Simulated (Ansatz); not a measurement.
Space group I4/mcm (No. 140). a = 7.327 Å, b = 7.327 Å, c = 5.666 Å, α = 90.00°, β = 90.00°, γ = 90.00°
```json
{"atom": "Pb", "site": "8h", "symmetry": "m.2m", "x": "0.1587", "y": "0.6587", "z": "0.0000"}
{"atom": "Au", "site": "4a", "symmetry": "422", "x": "0.0000", "y": "0.0000", "z": "0.2500"}
```

Equation of state of this Pb2Au structure (not necessarily the ground state), with shape and atoms relaxed at each volume where symmetry leaves them free. It has no gap at any of these volumes. Theory: DFT PBEsol, scalar-relativistic, plane waves, PAW in Ansatz 0.2.0.

Settings: cutoff 420 eV, Γ-centred mesh 8×8×8 on the computed 6-atom cell, Gaussian smearing of 0.10 eV; no spin polarisation.

```tsv
V (Å³/atom)	E − E(largest V) (meV/atom)	P (GPa)
22.305	56.85	12.23
23.065	8.52	8.28
23.826	-22.63	4.99
24.586	-39.53	2.25
25.347	-44.61	0.00
26.107	-39.93	-1.88
26.867	-27.15	-3.41
27.881	0.00	-5.07
```

**Question.** Fit a third-order Birch–Murnaghan equation to E(V).

**Answer.** V0 = 25.34 Å³/atom, B0 = 68 GPa, B0' = 5.3.

Spin-orbit coupling is left out, which matters for the bands of heavy elements.

Cost: 8 runs of about 20 core-minutes in all, on Arm Neoverse V1 (shared hosts).